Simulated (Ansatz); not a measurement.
GaAs:
```cif
data_As4Ga4
_chemical_formula_sum 'As4 Ga4'
_space_group_name_H-M_alt 'F-43m'
_space_group_IT_number 216
_space_group_name_Hall 'F -4 2 3'
_cell_length_a 5.66649
_cell_length_b 5.66649
_cell_length_c 5.66649
_cell_angle_alpha 90.000
_cell_angle_beta 90.000
_cell_angle_gamma 90.000
loop_
_atom_site_label
_atom_site_type_symbol
_atom_site_symmetry_multiplicity
_atom_site_Wyckoff_symbol
_atom_site_fract_x
_atom_site_fract_y
_atom_site_fract_z
_atom_site_occupancy
As1 As 4 c 0.25000 0.25000 0.25000 1
Ga1 Ga 4 a 0.00000 0.00000 0.00000 1
```
(The calculation used a cell of 2 atoms; values per cell refer to that cell.)

Relaxed with r²SCAN.

Q: Which orbitals make up the states near the band edges in plane-wave PAW r²SCAN (Ansatz code)?

A: Top 1 eV of the valence band: As 4p 76 %, Ga 4p 20 %. Bottom 1 eV of the conduction band: Ga 4s 29 %, Ga 4p 29 %, As 4s 20 %, As 4p 17 %, outside the projected shells 5 %. Projections are on Löwdin-orthogonalised atomic valence shells; empty p or d shells of many metals are not among them.

Q: Tabulate the density of states.

A: States/eV per cell of 2 atoms, in 0.25 eV bins, energy from the valence-band maximum.

```
E (eV)  total  As 4p  Ga 4p  Ga 4s
------  -----  -----  -----  -----
-7.85    0.00   0.00   0.00   0.00
-7.60    0.00   0.00   0.00   0.00
-7.35    0.00   0.00   0.00   0.00
-7.10    0.00   0.00   0.00   0.00
-6.85    0.54   0.24   0.00   0.28
-6.60    2.38   1.05   0.18   1.05
-6.35    1.16   0.51   0.10   0.47
-6.10    0.74   0.32   0.07   0.28
-5.85    0.55   0.24   0.05   0.20
-5.60    0.44   0.19   0.04   0.15
-5.35    0.35   0.16   0.03   0.11
-5.10    0.30   0.14   0.03   0.09
-4.85    0.25   0.11   0.02   0.07
-4.60    0.21   0.10   0.02   0.06
-4.35    0.19   0.09   0.02   0.05
-4.10    0.16   0.08   0.02   0.04
-3.85    0.95   0.55   0.32   0.05
-3.60    1.24   0.72   0.42   0.06
-3.35    1.07   0.63   0.35   0.06
-3.10    1.11   0.66   0.36   0.06
-2.85    1.37   0.83   0.45   0.05
-2.60    1.60   1.00   0.51   0.05
-2.35    1.51   0.96   0.47   0.04
-2.10    1.45   0.95   0.44   0.04
-1.85    1.39   0.93   0.40   0.03
-1.60    1.36   0.93   0.38   0.02
-1.35    1.32   0.93   0.34   0.02
-1.10    0.97   0.70   0.24   0.01
-0.85    0.62   0.46   0.14   0.01
-0.60    0.43   0.33   0.08   0.00
-0.35    0.26   0.21   0.04   0.00
-0.10    0.08   0.07   0.01   0.00
0.15     0.00   0.00   0.00   0.00
0.40     0.00   0.00   0.00   0.00
0.65     0.00   0.00   0.00   0.00
0.90     0.00   0.00   0.00   0.00
1.15     0.00   0.00   0.00   0.00
1.40     0.01   0.00   0.00   0.01
1.65     0.09   0.01   0.02   0.03
1.90     0.39   0.07   0.13   0.10
2.15     0.76   0.16   0.24   0.19
2.40     1.13   0.27   0.34   0.28
2.65     1.64   0.43   0.49   0.39
2.90     1.87   0.53   0.54   0.45
3.15     1.18   0.34   0.34   0.26
3.40     0.85   0.26   0.23   0.18
3.65     0.92   0.24   0.31   0.15
3.90     0.88   0.21   0.35   0.12
4.15     0.80   0.17   0.39   0.08
4.40     0.81   0.17   0.43   0.07
4.65     1.87   0.40   1.01   0.10
4.90     1.71   0.39   0.90   0.09
5.15     1.23   0.30   0.64   0.07
5.40     1.02   0.25   0.55   0.05
5.65     1.19   0.30   0.58   0.06
```

Symmetry was held in the r²SCAN relaxation; phonons on a q-mesh show no instability. Spin–orbit coupling is left out wherever it is not named.

Potentials: the later of the program's two PAW sets.
